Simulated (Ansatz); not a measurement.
LaI: reading a single point

```
CELL_PARAMETERS angstrom
3.94365 0.00000 0.00000
-1.97182 3.41530 0.00000
0.00000 0.00000 9.74771
ATOMIC_POSITIONS crystal
I 0.33330 0.66670 0.25000
I 0.66660 0.33330 0.75000
La 0.00000 0.00000 0.00000
La 0.00000 0.00000 0.50000
```

The numbers come from plane-wave PAW DFT (Ansatz): r2SCAN, no spin polarisation, 500 eV, 10×10×4 Γ-centred k points, fermi-dirac occupations (width 0.1 eV). Nothing was relaxed.

- Formation energy: -1.25 eV an atom against the elements' usual phases (free molecules for gases, crystals otherwise, with no correction for O₂ or N₂), so it is bound against them; other compounds may still compete. Relaxing would lower it.
- Contacts: I–La at 3.33 Å: least valence density 0.14 e/Å³ and ELF 0.09 there. Both are smooth PAW fields, read partly inside the augmentation spheres.
- Stress: The pressure is 1.0 GPa (compression positive), so with the atoms held at these fractions the cell would first expand.
- Charges: Bader charges in e: La +0.88, I -0.88. In the mean La gives up most and I takes most.
- Electronic structure: It is a metal, with about 1.4 states/eV a cell as the mean within 0.25 eV of the Fermi level, mostly La d (76 %) and La f (12 %).

Origin: a database entry at a rescaled volume. Caveats: f levels without a U or exact exchange are poorly placed.
